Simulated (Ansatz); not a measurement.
input.yaml (Ansatz)

```yaml
crystal:
  lattice:
    - [3.6555825338, 0.0, 0.0]
    - [-1.8277912669, 3.1658273399, 0.0]
    - [0.0, 0.0, 2.3048908274]
  atoms:
    - { symbol: Mn, position: [0.0, 0.0, 0.0], spin: 3.0 }
    - { symbol: Mn, position: [0.3333333333, 0.6666666667, 0.5], spin: 3.0 }
    - { symbol: Mn, position: [0.6666666667, 0.3333333333, 0.5], spin: 3.0 }
hamiltonian:
  xc: lda
  pseudopotentials:
    kind: paw
    azcp:
      Mn: "pseudopotentials/Mn.paw.azcp"
basis:
  ecutwfc: 420
  fft_grid_basis: typed
kpoints:
  mp_grid: { grid: [13, 13, 17], shift: [0, 0, 0] }
magnetization:
  spin_polarized: true
scf:
  occupations: { method: fermi_dirac, width: 0.05 }
output:
  stress: true
```

Output

```
Warning: the record states the generating functional pbe (its physics header spells it `PBE`), which answers neither for hamiltonian.xc's functional nor for the lda family's — results may be inconsistent (PPs are generated against a specific XC)
Engine: ansatz 0.2.0, aarch64-unknown-linux-gnu
Pseudopotentials: kind: paw
Pseudopotential: Mn, paw, valence charge 15, recommended cutoff 420 eV (normal) 
Functional definition: SPW92
  exchange = slater_x
  correlation = pw_c
Crystal: 3 atoms, lattice volume = 26.674 Å³
Basis set: ecut = 420 eV, 499 PW (Γ)
Bands: 33, of which v1, the nominal top of the filled ones, is band 23 counted from 1 (22 counted from 0)
Symmetry: 24 space group operations
Space group: P6/mmm (ITA 191), of the structure as read, at distance tolerance 3.0e-5 Å
Magnetic group: BNS 191.233 (UNI 1463), of the structure as read, at distance tolerance 3.0e-5 Å
k-points: 189 of 2873
Non-local potential: Mn, projectors of the file, l = 0: 3, l = 1: 2, l = 2: 3, l = 3: 1
PAW form: soft (Blöchl's): semilocal exchange-correlation on the pseudo side does not see the compensation charge
PAW frozen core: Mn, regenerated for the run's functional, and the local potential with it (the file was generated under x = pbe(κ = 0.804, μ = 0.2195149727645171), c = pbe(β = 0.06672455060314922))
PAW one-centre angular grid: Mn, 590 points (default); XC on 64 Gauss nodes
Initial density: superposition of atomic densities (chi_scale 0.1, normalization cell)
Starting moments: Σ|m| = 9 μB on 3 of 3 sites
Initial wavefunctions: pseudopotential atomic-orbital guess
Functional: x = slater, c = lda
SCF iter   1: F=—  HF=-11526.205271 eV  |F-HF|=—  |Δ(HF+E_count)|=         —  Δρ=4.46e-1 (↑4.46e-1 ↓2.39e-1)  dr2=1.04e1  dr2_m=2.76e1  M=0.402 μB ∫|m|=0.421 μB  β_m=0.30  ethr=3.10e-3  ⟨swp⟩=4.9  Hψ=41570  notcnv=0  defer=64
Mixer restart at iter 1: flushing history
SCF iter   2: F=—  HF=-11520.492984 eV  |F-HF|=—  |Δ(HF+E_count)|=    5.71e0  Δρ=2.76e-1 (↑2.76e-1 ↓1.99e-1)  dr2=1.71e0  dr2_m=1.36e1  M=0.421 μB ∫|m|=0.427 μB  β_m=0.58  ethr=3.10e-3  ⟨swp⟩=3.4  Hψ=26832  notcnv=0  defer=1314
SCF iter   3: F=—  HF=-11523.548953 eV  |F-HF|=—  |Δ(HF+E_count)|=    3.06e0  Δρ=9.71e-2 (↑9.71e-2 ↓3.33e-2)  dr2=2.43e0  dr2_m=4.94e-1  M=0.127 μB ∫|m|=0.128 μB  β_m=0.52  ethr=3.10e-3  ⟨swp⟩=3.4  Hψ=22700  notcnv=0  defer=1313
SCF iter   4: F=—  HF=-11523.304475 eV  |F-HF|=—  |Δ(HF+E_count)|=   2.44e-1  Δρ=3.70e-2 (↑3.61e-2 ↓3.70e-2)  dr2=1.32e0  dr2_m=1.51e-2  M=0.040 μB ∫|m|=0.043 μB  β_m=0.38  ethr=3.10e-3  ⟨swp⟩=3.0  Hψ=28514  notcnv=0  defer=1309
SCF iter   5: F=—  HF=-11523.218456 eV  |F-HF|=—  |Δ(HF+E_count)|=   8.60e-2  Δρ=1.20e-2 (↑5.45e-3 ↓1.20e-2)  dr2=4.29e-2  dr2_m=4.07e-3  M=0.027 μB ∫|m|=0.028 μB  β_m=0.69  ethr=2.93e-3  ⟨swp⟩=2.3  Hψ=16979  notcnv=0  defer=1289
SCF iter   6: F=—  HF=-11523.327094 eV  |F-HF|=—  |Δ(HF+E_count)|=   1.09e-1  Δρ=4.77e-3 (↑4.77e-3 ↓2.40e-3)  dr2=6.90e-3  dr2_m=1.83e-3  M=-0.008 μB ∫|m|=0.008 μB  β_m=0.77  ethr=9.53e-5  ⟨swp⟩=3.1  Hψ=23321  notcnv=0  defer=1262
SCF iter   7: F=—  HF=-11523.326071 eV  |F-HF|=—  |Δ(HF+E_count)|=   1.02e-3  Δρ=7.26e-4 (↑7.26e-4 ↓4.53e-4)  dr2=2.60e-4  dr2_m=1.19e-5  M=-0.001 μB ∫|m|=0.002 μB  β_m=0.73  ethr=1.53e-5  ⟨swp⟩=2.0  Hψ=14866  notcnv=0  defer=1262
SCF iter   8: F=—  HF=-11523.326025 eV  |F-HF|=—  |Δ(HF+E_count)|=   4.55e-5  Δρ=1.49e-4 (↑1.49e-4 ↓7.83e-5)  dr2=3.28e-6  dr2_m=2.79e-6  M=-0.001 μB ∫|m|=0.001 μB  β_m=0.80  ethr=5.78e-7  ⟨swp⟩=2.3  Hψ=17080  notcnv=0  defer=1262
SCF iter   9: F=—  HF=-11523.326026 eV  |F-HF|=—  |Δ(HF+E_count)|=   6.92e-7  Δρ=8.65e-5 (↑8.65e-5 ↓3.61e-5)  dr2=2.13e-6  dr2_m=4.98e-7  M=-0.000 μB ∫|m|=0.000 μB  β_m=0.90  ethr=7.29e-9  ⟨swp⟩=2.0  Hψ=18774  notcnv=0  defer=1262
SCF iter  10: F=—  HF=-11523.326026 eV  |F-HF|=—  |Δ(HF+E_count)|=   5.60e-7  Δρ=1.18e-5 (↑1.16e-5 ↓1.18e-5)  dr2=8.31e-8  dr2_m=1.70e-9  M=0.000 μB ∫|m|=0.000 μB  β_m=0.86  ethr=4.73e-9  ⟨swp⟩=2.0  Hψ=16747  notcnv=0  defer=1262
SCF iter  11: F=—  HF=-11523.326026 eV  |F-HF|=—  |Δ(HF+E_count)|=   1.65e-8  Δρ=5.08e-6 (↑5.08e-6 ↓4.76e-6)  dr2=2.71e-8  dr2_m=1.05e-10  M=0.000 μB ∫|m|=0.000 μB  β_m=0.88  ethr=1.85e-10  ⟨swp⟩=2.1  Hψ=19511  notcnv=0  defer=1262
SCF iter  12: F=—  HF=-11523.326026 eV  |F-HF|=—  |Δ(HF+E_count)|=   1.23e-9  Δρ=1.78e-6 (↑1.78e-6 ↓1.71e-6)  dr2=2.96e-9  dr2_m=2.96e-12  M=0.000 μB ∫|m|=0.000 μB  β_m=0.74  ethr=6.02e-11  ⟨swp⟩=1.0  Hψ=12498  notcnv=0  defer=1262
SCF iter  13: F=-11523.326026 eV  HF=-11523.326026 eV  |F-HF|=2.10e-9  |Δ(HF+E_count)|=    0.00e0  Δρ=1.42e-6 (↑1.42e-6 ↓1.42e-6)  dr2=2.22e-9  dr2_m=3.15e-13  M=0.000 μB ∫|m|=0.000 μB  ethr=6.58e-12  ⟨swp⟩=1.9  Hψ=34592  notcnv=0
SCF 1 converged in 13 iterations: F = -11523.326026 eV  dr2 = 2.22e-9
WARN: the starting moments were not kept: the SCF closed with an absolute magnetisation of 4.1e-7 μB, where they sum to 9 μB in size (3 sites). That is at most 0.1 of that sum. Measured as dr2_m measures the in/out step, that magnetisation stands 1.0e-13 eV from none, at or under the dr2_threshold of 1.0e-7 eV: it is no larger than a step whose dr2_m would equal this threshold. The system may hold no moment; this SCF shows only that its start led to no more than that. To try another start: raise the starting moments (crystal.atoms[].spin, magnetization.per_species, magnetization.initial_magnetization, or on a non-collinear deck that types none of these the spinor_matrix: blocks that start its atoms; where the total moment is fixed, keep their sum and leave initial_magnetization as it is; typed ones take the place of any that the run laid by itself, positive ones on a crystal's lanthanoids without a Hubbard term where scf.initial_density.shell_occupations: [] is typed) or, if the notice of its spin-set hold's release reads "site moments contracting" or "site moments show no strong build", lengthen the hold (scf.mixing.spin_hold: { on: { confirm: 4 } }; for m-r²SCAN on two components see the key's manual first). Each may lead to a state that holds a moment. A second SCF, from the converged charge density, with the starting moments and any scf.initial_density.shell_occupations laid on it anew, would have followed, and was not run: the deck does not ask for one (magnetization.retry_lost_moments is false, the default). To let it run, set magnetization.retry_lost_moments: true and run the deck again, where that key's refused combinations let it; where memory then withholds it, that run's warning says so.
SCF converged after 13 iterations
Magnetization: 0.0000 μB (22.5000 up, 22.5000 down)
Absolute magnetization: 0.0000 μB (∫|ρ↑−ρ↓|, with the PAW one-centre terms)
Spin contamination: 0.0000 ħ² per cell (⟨S²⟩ above its minimum at these occupations)
Per-site moments (μB) at R_I (Å): [(2.2462374972707593e-7, 0.9507674663025), (2.4874155958131593e-8, 0.8706025184727044), (2.4874156061242393e-8, 0.8706025184727044)]
Free energy (F): -11523.326026 eV
Harris-Foulkes:  -11523.326026 eV  (|F-HF|=2.10e-9)
Internal energy: -11523.305171 eV  (E = F + TS)
E sigma→0 (E₀):  -11523.315599 eV
Entropy (-TS):   -0.020856 eV (-6.952 meV/atom)
Fermi energy:    24.814670 eV
--- Per-component energies (eV) ---
  E_band       = -268.630582
  E_kinetic    = 949.918063
  E_local      = -4126.145669  (includes V_loc(G=0)·N_el)
  E_nonlocal   = 725.381373
  E_hartree    = 1760.011637
  E_xc         = -353.790092
  E_vxc        = -455.649015  (∫ρ·V_xc dr)
  E_paw        = -3718.687748  (= ΣΔE_a)
  E_vpaw       = -882.157243  (= ΣTr[D̂ρ^β])
  E_aug_tail   = -0.000032  (compensation charges beyond the density's cutoff)
  E_ewald      = -6761.144562
  E_core_change = 1.151859  (= ΣΔE_core)
  E_smearing   = -0.020856  (= −TS)
  E_closure    = -0.000000  (closes the sum)
  Σ components = -11523.326026   (vs F -11523.326026, Δ=0.00e0)
--- Stress (GPa, compression-positive) ---
       55.796649      -0.000000      -0.000000
        0.000000      55.796649       0.000000
       -0.000000       0.000000      51.844726
  P = ⅓ Tr σ = 54.4793 GPa (544.793 kbar)
```
